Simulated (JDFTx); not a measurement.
```yaml
surface: WC(1 1 -2 0), C/W outermost, slab composition W6C6
bulk: WC, P-6m2, lattice of mp-1894 (not re-optimised)
slab: 12 atoms in 6 planes, 1x1, 7.1 Å between the outermost planes
in-plane cell: 2.839 × 5.052 Å, 14.34 Å²
cell_height: 23.3 Å
sampling: 8×4×1 k mesh, Fermi smearing 0.01 Ha, no spin polarisation
```

Whether this polymorph is the ambient one wasn't checked.

Computed with a modified build of JDFTx: PBE, GBRV ultrasoft potentials, plane waves to 20/100 Ha. Liquid: linear PCM (GLSSA13), water, 1 M NaCl. Between zero charge and -0.59 V from it the run gives σ = -12.5 μC/cm², a mean capacitance of 21.2 μF/cm². The liquid has ε = 78.4, a 1:1 salt at 1 M with linear (Debye) response, and T = 298 K.

Worked example: the Debye length, the diffuse-layer capacitance, and the inner capacitance that is left when the two stand in series.

Each ion has density c = 1 × 6.022×10⁻⁴ = 6.022e-04 Å⁻³. λ² = ε kT / (8π (e²/4πε₀) c) with kT = 0.02568 eV and e²/4πε₀ = 14.40 eV Å gives λ = 3.04 Å; the log prints 3.04 Å. C_diffuse = ε₀ε/λ = 228 μF/cm². Then 1/C_inner = 1/21.2 − 1/228, so C_inner = 23.3 μF/cm², which equals a vacuum gap of ε₀/C_inner = 0.38 Å. The diffuse layer takes 9 % of the potential drop; the rest lies between the electrode's charge and the onset of the dielectric, with the electrode's own (quantum) capacitance in it. The split is a model: in the calculation solvent and ions share one smooth cavity.
